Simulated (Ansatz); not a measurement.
SiO₂: gradients before and after relaxing the atoms

Start: a COD entry (listed for 0.2 GPa), atoms as given.

Space group P4_12_12 (No. 92); a = 4.9501, c = 6.8760 Å.

| site | Wyckoff | site symmetry | x | y | z |
| --- | --- | --- | --- | --- | --- |
| Si | 4a | ..2 | 0.3027 | 0.3027 | 0.0000 |
| O | 8b | 1 | 0.2388 | 0.1086 | 0.1817 |

One atom of each set is listed.

All values are calculated (Ansatz; DFT, PBE, plane waves and PAW (field gradients read without the response of the frozen cores, which leaves them typically 4 to 6 % off), scalar-relativistic, 420 eV cutoff, Γ-centred 5×5×4 k-points, Fermi–Dirac smearing 0.02 eV), not measured.

The largest force at the start is 0.51 eV/Å. Relaxing the ions at fixed cell moves them by 0.077 Å at most (atom 7, O) and 0.066 Å rms.

```
site  moved (Å)               first shell before                first shell after  V_zz before (10²¹ V/m²)  η before
  Si      0.034               4 O at 1.60–1.61 Å               4 O at 1.62–1.63 Å                    -0.51      0.86
   O      0.077  2 Si at 1.60–1.61 Å, angle 145°  2 Si at 1.62–1.63 Å, angle 141°                     9.27      0.16
```

(1) What are V_zz and η after the relaxation?

Results:

(1) 

```csv
site,V_zz after,η after,change of V_zz
Si,-0.36,0.90,+0.15
O,9.63,0.21,+0.36
```

The largest change of V_zz is on O, from 9.27 to 9.63. In per cent, |V_zz| changes by -30 on Si, +4 on O (all sites that start above 0.5).
